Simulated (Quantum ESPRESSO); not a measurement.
# Where does Zn sit best among Mg sites?

The results below are calculated, not measured. They come from pw.x of Quantum ESPRESSO 7.5, a plane-wave density functional program, with PseudoDojo standard norm-conserving files (v0.5 for PBE, v0.4.1 for LDA and PBEsol). The cells are made up: elements, strain and atom displacements were drawn at random, and nothing was relaxed. There is no spin polarisation, spin-orbit coupling or dispersion term.

The cell has 8 sites of a zincblende or diamond lattice. Sites 1 to 4 hold X X X X; sites 5 to 8 hold S Cl S S. Cell vectors in Å: (5.855, -0.049, -0.057); (-0.049, 5.790, 0.008); (-0.057, 0.008, 5.896). Settings: PBE, cutoff 1143 eV, 6 x 6 x 6 k mesh shifted by half a step, Fermi-Dirac smearing of 0.1 eV.

In each run one of the sites marked X holds Zn and the others hold Mg; cell and positions stay the same. E is the free energy of the cell.

| site of the guest | first shell | mean distance (Å) | E above the lowest (eV) | P (GPa) | force on the guest (eV/Å) |
| --- | --- | --- | --- | --- | --- |
| 1 | ClS3 | 2.539 | 0.007 | -1.60 | 0.975 |
| 2 | ClS3 | 2.599 | 0.000 | -1.28 | 1.238 |
| 3 | ClS3 | 2.501 | 0.060 | -1.66 | 1.176 |
| 4 | ClS3 | 2.500 | 0.079 | -1.64 | 1.276 |

A rerun of one of these cells at 1437 eV and k mesh 8 x 8 x 8 moved values by no more than 0.004 eV in the cell's energy, 0.02 GPa in stress and 0.005 eV/Å in force.

## Reading the table

Sites 2 and 1 are too close to be ranked against the rerun's bound. A straight line of energy against the mean distance has a slope of -0.7 ± 0.3 eV/Å, so these few sites cannot settle whether the distance sets the order. The positions are random and not relaxed, so the differences hold for this frozen cell and are not site preferences of a real crystal.